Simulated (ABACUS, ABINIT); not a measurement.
This is a calculation of BiTe for ABINIT 10.8.3 (patched build). The cell comes from a database or a generator and needn't be the stable form of this composition.

File run.abi:

```
# Pseudopotentials
pp_dirpath "./"
pseudos "Bi.GGA_PBE-JTH.xml, Te.GGA_PBE-JTH.xml"

# Structure
acell 8.200288611 8.200288611 8.200288611
rprim
     0.5583040290     0.3223369814     0.7644576388
    -0.5583040290     0.3223369814     0.7644576388
     0.0000000000    -0.6446739629     0.7644576388
ntypat 2
znucl 83 52
natom 2
typat 1 2
xred
     0.5000000000     0.5000000000     0.5000000000
     0.0000000000     0.0000000000     0.0000000000

# Plane-wave basis
ecut 598.650497 eV
pawecutdg 44.0

# k points
kptopt 1
ngkpt 7 7 7
nshiftk 1
shiftk 0.0 0.0 0.0

# Exchange and correlation
ixc 11

# Bands and occupations
nband 15
occopt 3
tsmear 0.00183747

# SCF cycle
nstep 100
tolvrs 1.0e-9

# Output
iomode 3
prtwf 0
prtden 0
prteig 0
prtebands 0
```

Potentials or basis: JTH PAW PBE v2.0.

Command:

```bash
$ abinit run.abi > log 2>&1
```

**Question.** Set up the same calculation for ABACUS 3.10.1. Potentials or basis there: PseudoDojo NC SR 0.4.1 PBE standard, plane waves, cutoff 1129 eV.

**Answer.** As run (cutoffs and basis follow the program's own potentials, and thresholds, step limits or extra output files can differ):

INPUT

```
INPUT_PARAMETERS
suffix              BiTe
calculation         scf
basis_type          pw
pseudo_dir          ./
symmetry            1
dft_functional      pbe
ecutwfc             83
pseudo_rcut         10
nspin               1
nbands              20
ks_solver           dav
smearing_method     fd
smearing_sigma      0.00367493
scf_thr             1e-08
scf_nmax            100
mixing_type         broyden
mixing_beta         0.7
cal_force           1
cal_stress          1
kpar                4
```

STRU

```
ATOMIC_SPECIES
Bi 208.9804 Bi.upf
Te 127.6000 Te.upf

LATTICE_CONSTANT
1.8897261246

LATTICE_VECTORS
2.4227077728 1.3987509848 3.3172919545
-2.4227077728 1.3987509848 3.3172919545
0.0000000000 -2.7975019696 3.3172919545

ATOMIC_POSITIONS
Direct

Bi
0.0
1
0.5000000000 0.5000000000 0.5000000000 1 1 1

Te
0.0
1
0.0000000000 0.0000000000 0.0000000000 1 1 1
```

Contents of KPT:

```
K_POINTS
0
Gamma
7 7 7 0 0 0
```

Potentials or basis: PseudoDojo NC SR 0.4.1 PBE standard, plane waves.

Command:

```console
$ OMP_NUM_THREADS=1 mpirun -np 4 abacus > log
```

Both were run:

|  | ABINIT | ABACUS |
| --- | --- | --- |
| Pressure | 0.1 GPa | 0.2 GPa |

The potentials hold 21 and 31 valence electrons a cell.

Pressure is positive in compression.
